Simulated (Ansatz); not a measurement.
# Property card for AlP

AlP:
```xyz
4
Lattice="3.8347 0.0000 0.0000 -1.9174 3.3210 0.0000 0.0000 0.0000 6.2992" Properties=species:S:1:pos:R:3 pbc="T T T"
Al     0.0000     2.2140     0.0010
Al     1.9174     1.1070     3.1506
P      0.0000     2.2140     2.3612
P      1.9174     1.1070     5.5108
```

Space group P6_3mc (No. 186), wurtzite; conventional cell a = b = 3.8347 Å, c = 6.2992 Å, α = β = 90.00°, γ = 120.00°.

Method: DFT-LDA in the program Ansatz with PAW potentials. Structure relaxed to zero pressure with the same functional. Other levels are named where they apply.

**Cell and energy**

| Quantity | Result |
|---|---|
| Volume per atom | 20.05 Å³ |
| Density | 2.40 g/cm³ |
| Formation energy from the elements (no fitted shifts) | -0.60 eV/atom |

**Electronic structure**

| Quantity | Value |
|---|---|
| Band gap | 1.79 eV (indirect) |
| Valence-band maximum | at Γ |
| Conduction-band minimum | at M (3 equivalent valleys) |
| Smallest direct gap on the standard path | 2.34 eV |
| Electron effective mass | 0.13, 1.0, 1.0 mₑ (principal values) |
| Hole effective mass, band 1 of 2 at the edge | 1.7 along x, 1.3 along z (mₑ) |
| Hole effective mass, band 2 of 2 at the edge | 0.18 along x, 1.3 along z (mₑ) |

**Mechanics**

| Quantity | Result |
|---|---|
| Bulk modulus (Birch–Murnaghan fit) | 898 kbar |
| Pressure derivative B′ | 4.1 |
| Elastic constants (relaxed ions, GPa) | C11 = 157, C12 = 63.5, C13 = 47.6, C33 = 178, C44 = 36.9 |
| Mechanical stability | stable (all eigenvalues of C positive) |
| Hill bulk and shear moduli | 90.0 and 45.5 GPa |
| Young's modulus | 117 GPa |
| Poisson's ratio | 0.28 |
| Debye temperature from the elastic constants | 532 K |
| Piezoelectric stress constants (proper, relaxed ions, C/m²) | e15 = e24 = -0.08, e31 = e32 = -0.10, e33 = 0.16 |

**Dielectric response**

| Quantity | Result |
|---|---|
| Electronic dielectric constant ε∞ (DFPT) | 8.31 (xx = yy), 8.68 (zz) |
| Static dielectric constant ε0 (ions relaxed, cell fixed) | 10.4 (xx = yy), 11.1 (zz) |
| Born charges (a third of the trace) | Al +2.22, P -2.22 e |
| Largest static χ(2) component | 42 pm/V |

**Phonons**

| Property | Result |
|---|---|
| Highest zone-centre frequency (without LO–TO term) | 13.16 THz |
| Zone-centre stability | no imaginary mode at Γ |
| Dynamical stability on the path | stable (no imaginary branch) |
| Zero-point energy | 56.1 meV/atom |
| Vibrational entropy at 300 K | 21.4 J/(K·mol of atoms) |

The workflow started from a Materials Project entry (that database holds measured and hypothetical structures alike); the Crystallography Open Database copy checked does not list it. It is not the phase usual at ambient conditions (space group No. 216). The cell was relaxed with LDA under the symmetry of its start. Signs of piezoelectric constants follow the polarity of the cell as given. The references are the lowest solids computed at this level, not always the standard phases.

Potentials: the later of the program's two PAW sets.
